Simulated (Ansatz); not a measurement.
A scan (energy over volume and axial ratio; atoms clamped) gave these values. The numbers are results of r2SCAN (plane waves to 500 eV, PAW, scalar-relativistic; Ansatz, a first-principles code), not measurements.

The modulus against c/a change at fixed volume, (3/4V)·∂²E/∂(ln c/a)² (fit, atoms clamped) is 210 GPa.

### Question
Of these crystals, all scanned alike, which one is it?
A) BaTiO₃ (tetragonal-perovskite type, space group P4mm)
B) CdSe (wurtzite)
C) TiB₂ (AlB2 type, space group P6/mmm)

### Answer
C, TiB₂ (AlB2 type, space group P6/mmm). The others have, for the modulus against c/a change at fixed volume, (3/4V)·∂²E/∂(ln c/a)²: CdSe 44 GPa, BaTiO3 98 GPa

All were relaxed with their symmetry unable to fall. BaTiO3 is run without spin polarisation. TiB2 is run without spin polarisation. With partly filled bands, the response to shear is sensitive to the k mesh, so small differences along c/a are uncertain.

(A scan under strain: stresses follow from slopes of the energy per volume, elastic moduli from its curvatures.)
